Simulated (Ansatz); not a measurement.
Input:

LiF:
```cif
data_FLi
_chemical_formula_sum 'Li1 F1'
_space_group_name_H-M_alt 'Pm-3m'
_space_group_IT_number 221
_space_group_name_Hall '-P 4 2 3'
_cell_length_a 2.52485
_cell_length_b 2.52485
_cell_length_c 2.52485
_cell_angle_alpha 90.000
_cell_angle_beta 90.000
_cell_angle_gamma 90.000
loop_
_atom_site_label
_atom_site_type_symbol
_atom_site_symmetry_multiplicity
_atom_site_Wyckoff_symbol
_atom_site_fract_x
_atom_site_fract_y
_atom_site_fract_z
_atom_site_occupancy
Li1 Li 1 a 0.00000 0.00000 0.00000 1
F1 F 1 b 0.50000 0.50000 0.50000 1
```

This is the HSE06-relaxed structure.

Problem. All from the program Ansatz at the HSE06 level (PAW), unless another level is named. Give the smallest direct gap on the standard path.

Solution. 10.82 eV.

Problem. And the band gap?

Solution. 10.07 eV (indirect).

Problem. And the conduction-band minimum?

Solution. at Γ.

Problem. Predict the valence-band maximum.

Solution. at M.

The workflow started from a Materials Project entry (that database holds measured and hypothetical structures alike); the Crystallography Open Database copy checked does not list it. It is not the phase usual at ambient conditions (space group No. 225). The cell was relaxed with HSE06 under the symmetry of its start; whether a distortion lowers the energy is not shown. The hybrid was solved on a coarse mesh, the path and, where they were found, the r²SCAN edge points; its band edges are the extreme levels among these.

Potentials: the later of the program's two PAW sets.
